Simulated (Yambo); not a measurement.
Yambo run on Mg₃ZnO₄ (space group Pm-3m, No. 221). The wavefunctions are PBEsol (pw.x of Quantum ESPRESSO, ONCV potentials, no spin-orbit coupling) ones on a 4×4×4 mesh (37 occupied bands); a = b = c = 4.2801 Å, α = β = γ = 90.00°.

Yambo input:

```
rim_cut
gw0
dyson
el_el_corr
HF_and_locXC
ppa
em1d
RandQpts= 1000000
RandGvec= 1 Ry
EXXRLvcs= 84 Ry
VXCRLvcs= 336 Ry
Chimod= "HARTREE"
% BndsRnXp
 8 | 167 |
%
NGsBlkXp= 8 Ry
% LongDrXp
 1.0 | 1.0 | 1.0 |
%
PPAPntXp= 27.2114 eV
% GbndRnge
 1 | 74 |
%
GTermKind= "BG"
DysSolver= "n"
ExtendOut
% QPkrange
 1 | 1 | 37 | 38 |
 10 | 10 | 37 | 37 |
%
```

k points by index: 1 = Γ, 10 = R.

Resulting energies as the program prints them:

```
#    K-point    Band    Eo [eV]    E [eV]    E-Eo [eV]    Vxc [eV]    Vnlxc [eV]    Sc|Eo [eV]    Sc|E [eV]    dSc/dw|Eo [eV]    Re(Z)    Im(Z)
#
    1    37    -0.996490    -2.044687    -1.048196    -19.74735    -25.18270    4.118276    4.387149    -6.979093    0.795874    -0.001317
    1    38    2.095918    2.977768    0.881849    -14.47044    -10.19450    -3.231451    -3.394092    -5.018263    0.844296    -0.868553E-3
    10    37    0.000000    -1.080210    -1.080210    -24.25068    -29.83151    4.231930    4.500625    -6.767970    0.800819    -0.001142
```
(The two width columns are left out.) Convergence of these settings isn't established.

Geometry of the Materials Project entry, not relaxed at this level.

The structure is a Materials Project entry; no match was found in the copy of COD used, and its stability was not checked.
